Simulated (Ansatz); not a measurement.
## Ionic part of the dielectric constant of In2Ge2O3, mode by mode

Method: DFT PBE, scalar-relativistic, plane waves, PAW (Ansatz 0.2.0). Cutoff 420 eV, 6×6×6 k-points (Γ-centred), fixed occupations. No spin polarisation. Phonons by linear response, acoustic sum rule imposed.

Space group I2_13 (No. 199), cubic, a = 8.668 Å. Around In lie 3 O at 2.50 Å; around Ge lie 3 O at 1.94 Å; O has 2 Ge at 1.94 Å and 2 In at 2.50 Å.

It was reached by relaxing an invented guess, and it needn't be the stable form of this composition. The run warned that its linear response isn't converged on this k mesh, so dielectric tensors, Born charges and infrared intensities are rough, and the frequencies may be too.

The primitive cell has V = 325.62 Å³ and ε∞,zz = 5.895. Each polar mode adds Δε = (4.92064×10⁷/V)·S/ν² along z, with S its oscillator strength in e²/amu, ν in cm⁻¹ and V in Å³.

Problem. From these modes, find each Δε and ε0,zz.
```csv
ν (cm⁻¹),S_zz (e²/amu)
46.96,0.01019
109.87,0.1877
176.09,0.323
218.13,0.06577
284.15,0.5944
397.19,1.461
466.69,0.6251
595.75,0.0745
```

Solution.
```tsv
ν (cm⁻¹)	Δε
46.96	0.70
109.87	2.35
176.09	1.57
218.13	0.21
284.15	1.11
397.19	1.40
466.69	0.43
595.75	0.03
```

The sum is 7.80, so ε0,zz = 13.70; the run's tensor has 13.71.

Problem. Where do the longitudinal modes lie for a wave vector along z?

Solution. At 48.14, 119.84, 189.59, 221.04, 302.00, 432.19, 502.17, 598.42 cm⁻¹. The Lyddane–Sachs–Teller product Π(ν_LO/ν_TO)² = 2.33 agrees with ε0/ε∞ = 2.33.
